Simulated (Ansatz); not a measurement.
# Formation energy of InPd

```
CELL_PARAMETERS angstrom
3.24727 0.00000 0.00000
0.00000 3.24727 0.00000
0.00000 0.00000 3.24727
ATOMIC_POSITIONS crystal
In 0.00000 0.00000 0.00000
Pd 0.50000 0.50000 0.50000
```

The cell comes from a relaxation on PAW files under the same functional, begun from a database entry that needn't be the ground state.

All numbers are PBEsol results (scalar-relativistic) from Ansatz 0.2.0, with a Γ-centred 13×13×13 k mesh, Fermi–Dirac smearing of 0.05 eV, no spin polarisation. Methods: LAPW: all electrons, basis error target 0.5 meV/atom; PAW: frozen-core files, cutoff 420 eV.

The elements are taken as In bct, Pd fcc, each relaxed on PAW files under the same functional and computed by the same method as the compound; zero-point and thermal terms are left out.

The PAW files were made under PBE.

(1) Give the formation energy by each method, with the residual pressure at this cell and the LAPW gap.

(2) Give the LAPW value for one formula unit in kJ/mol.

Results:

(1) 

| method | ΔE(formation) (eV/atom) | P at this cell (GPa) | gap (eV) |
| --- | --- | --- | --- |
| LAPW | -0.531 | 0.00 | 0.00 |
| PAW | -0.533 | 0.00 | – |

(2) -0.531 eV/atom × 2 atoms × 96.485 kJ/(mol·eV) = -102.5 kJ/mol, at zero temperature and without zero-point motion.
